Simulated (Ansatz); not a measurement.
Relaxed-ion elastic tensor of Ca (simple cubic, Pm-3m) in GPa (Voigt order), the program Ansatz at the LDA level (PAW); density 1.76 g/cm³, 37.85 Å³ per atom.

```
      1     2     3     4     5     6
-  ----  ----  ----  ----  ----  ----
1  56.5  -8.9  -8.9   0.0   0.0   0.0
2  -8.9  56.5  -8.9   0.0   0.0   0.0
3  -8.9  -8.9  56.5   0.0   0.0   0.0
4   0.0   0.0   0.0  -9.6   0.0   0.0
5   0.0   0.0   0.0   0.0  -9.6   0.0
6   0.0   0.0   0.0   0.0   0.0  -9.6
```

Q: Is the crystal mechanically stable?

A: No: the smallest eigenvalue of C is -9.6 GPa.

This is a known high-pressure phase of the composition, computed here at zero pressure and temperature. The cell was relaxed with LDA under the symmetry of its start. At this level the phase is mechanically unstable. As this level gives no gap, shear constants depend on the k-mesh and smearing (Fermi–Dirac, 0.1 eV here).

Potentials: the later of the program's two PAW sets.
